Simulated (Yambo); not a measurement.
Yambo run on NaRhS2O8 (space group C2/m, No. 12). The wavefunctions are LDA (Quantum ESPRESSO, PseudoDojo norm-conserving, 88 Ry, no spin-orbit coupling) ones on a 2×2×2 mesh (43 occupied bands); a = b = 4.769 Å, c = 7.218 Å, α = β = 92.37°, γ = 66.57°.

Yambo input:

```
rim_cut
gw0
dyson
el_el_corr
HF_and_locXC
ppa
em1d
RandQpts= 1000000
RandGvec= 1 Ry
EXXRLvcs= 88 Ry
VXCRLvcs= 352 Ry
Chimod= "HARTREE"
% BndsRnXp
 6 | 100 |
%
NGsBlkXp= 7 Ry
% LongDrXp
 1.0 | 1.0 | 1.0 |
%
PPAPntXp= 27.2114 eV
% GbndRnge
 1 | 100 |
%
GTermKind= "BG"
DysSolver= "n"
ExtendOut
% QPkrange
 3 | 3 | 44 | 44 |
 4 | 4 | 43 | 44 |
%
```

k points by index: 3 = (0, -0.5, 0), 4 = (0, -0.5, -0.5).

Resulting energies as the program prints them:

```
#    K-point    Band    Eo [eV]    E [eV]    E-Eo [eV]    Vxc [eV]    Vnlxc [eV]    Sc|Eo [eV]    Sc|E [eV]    dSc/dw|Eo [eV]    Re(Z)    Im(Z)
#
    3    44    1.084781    2.839712    1.754932    -22.04180    -16.56372    -3.247290    -3.723150    -7.377921    0.786696    -0.001589
    4    43    0.000000    -0.572337    -0.572337    -22.08486    -27.81810    4.998182    5.160910    -7.734311    0.778673    -0.001624
    4    44    1.094174    2.841509    1.747335    -22.05403    -16.60557    -3.227195    -3.701128    -7.379995    0.786649    -0.001591
```
(The two width columns are left out.) Convergence of these settings isn't established.

Geometry of the Materials Project entry, not relaxed at this level.

The structure is a Materials Project entry; no match was found in the copy of COD used, and its stability was not checked.
